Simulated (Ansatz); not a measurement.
# Profile along the Si–Mg line in Mg2Si (antifluorite type, space group Fm-3m)

Mg2Si (antifluorite type, space group Fm-3m)

```
Mg2Si
1.0
    0.00000     3.18242     3.18242
    3.18242     0.00000     3.18242
    3.18242     3.18242     0.00000
Si Mg
1 2
Cartesian
  0.00000   0.00000   0.00000
  1.59121   1.59121   1.59121
  4.77363   4.77363   4.77363
```

Fields along a shortest Si–Mg line of a {110} plane (2.76 Å), from Si to Mg, interpolated on the slice's grid (step about 0.3 Å). Calculation: PBE (plane waves to 420 eV, PAW, scalar-relativistic; Ansatz, an electronic-structure program). k mesh 9×9×9. These are valence fields of a PAW run, semicore shells included where kept as valence: close to a nucleus they are smooth pseudo fields. Mg2Si was relaxed with its symmetry unable to fall.

| distance from Si (Å) | valence electron density (e/Å³) | electron localisation function | density of the highest valence band (e/Å³) | density of the lowest conduction band (e/Å³) |
|---|---|---|---|---|
| 0.00 | 0.07 | x | 0.003 | 0.033 |
| 0.28 | 0.12 | x | 0.013 | 0.036 |
| 0.55 | 0.32 | 0.44 | 0.060 | 0.047 |
| 0.83 | 0.40 | 0.76 | 0.095 | 0.047 |
| 1.10 | 0.32 | 0.83 | 0.083 | 0.037 |
| 1.38 | 0.23 | 0.80 | 0.061 | 0.031 |
| 1.66 | 0.17 | 0.31 | 0.041 | 0.031 |
| 1.93 | 0.25 | 0.06 | 0.023 | 0.025 |
| 2.21 | 2.62 | 0.39 | 0.009 | 0.012 |
| 2.48 | 18.07 | x | 0.001 | 0.003 |
| 2.76 | 31.43 | x | 0.000 | 0.001 |

x: too close to a nucleus for the ELF to mean much. Band densities are of whole bands, smooth part only.

Density on the Si–Mg line (2.76 Å) at its density minimum, 1.7 Å from Si: 0.17 e/Å³. ELF at that point: 0.2. ELF maximum in the middle third of the Si–Mg line: 0.83, 1.2 Å from Si.
